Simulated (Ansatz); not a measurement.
# Property card for GeAsAu

GeAsAu:
```
GeAsAu
1.0
    3.75698     3.13159     0.00000
   -3.75698     3.13159     0.00000
   -3.05948     0.00000     5.55004
Ge As Au
2 2 2
Direct
  0.80683   0.43551   0.07889
  0.43551   0.80683   0.92111
  0.19193   0.56233   0.41503
  0.56233   0.19193   0.58497
  0.50043   0.00299   0.24694
  0.00299   0.50043   0.75306
```

Space group C2 (No. 5); conventional cell a = 7.514 Å, b = 6.263 Å, c = 6.337 Å, α = γ = 90.00°, β = 118.87°.

Method: the program Ansatz at the r²SCAN level (PAW). Geometry: relaxed at this level of theory. Other levels are named where they apply.

**Cell and energy**

* **Volume per atom**: 21.77 Å³
* **Density**: 8.76 g/cm³

**Electronic structure**

- Band gap = 0.26 eV (indirect)
- Valence-band maximum = off the standard path, at k = (0.305, -0.305, -0.323) in fractions of the reciprocal vectors
- Conduction-band minimum = off the standard path, at k = (0.055, 0.388, -0.475) in fractions of the reciprocal vectors
- Smallest direct gap on the standard path = 0.62 eV

The first step of the workflow began from a Materials Project structure, measured or hypothetical; the Crystallography Open Database copy checked does not list it. With Ge and As taken as one species the cell has the higher symmetry C2/c, so it may be an ordered model of a mixed-site phase. Whether it is the stable phase at ambient conditions was not checked. The r²SCAN relaxation kept the symmetry of its start; its stability against distortions is not shown here. Spin–orbit coupling is left out wherever it is not named.

Potentials: the earlier of the program's two PAW sets.
